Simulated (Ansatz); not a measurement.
# TaGaAs: reading a single point

```
Ga As Ta
1.0
     3.58717    0.00000    0.00000
     0.00000    3.58717    0.00000
     0.00000    0.00000    8.05498
Ga As Ta
2 2 2
Direct
  0.00000 0.00000 0.00000
  0.50000 0.50000 0.00000
  0.50000 0.00000 0.60900
  0.00000 0.50000 0.39100
  0.50000 0.00000 0.25600
  0.00000 0.50000 0.74400
```

Method: PBE, no spin polarisation; PAW, plane waves to 420 eV, 9×9×4 Γ-centred mesh, fermi-dirac occupations (width 0.1 eV) (Ansatz 0.2.0), atoms fixed.

Contacts: Ga–Ga at 2.54 Å: least valence density 0.33 e/Å³ and ELF 0.42 there. Ga–Ta at 2.73 Å: least valence density 0.33 e/Å³ and ELF 0.43 there. As–Ta at 2.76 Å: least valence density 0.34 e/Å³ and ELF 0.38 there. Both are smooth PAW fields, read partly inside the augmentation spheres.
Formation energy: -0.29 eV an atom against the elements' usual phases (free molecules for gases, crystals otherwise, with no correction for O₂ or N₂), so it is bound against them; other compounds may still compete. Relaxing would lower it.
Electronic structure: It is a metal, with about 2.5 states/eV a cell as the mean within 0.25 eV of the Fermi level, mostly Ta d (58 %), Ga p (18 %) and As p (18 %).
Forces: The largest is on Ta5 (and as large on other atoms): 2.14 eV/Å, components (0.00, 0.00, 2.14). It makes 139° with the line to a nearest neighbour, Ga1 at 2.73 Å, pointing away from it.
Charges: Bader charges in e: Ta +1.09, Ga -0.32, As -0.77. In the mean Ta gives up most and As takes most.

Origin: a known structure type with other elements, at an estimated volume, so it need not be a known compound. Caveats: atoms or cell far from equilibrium.
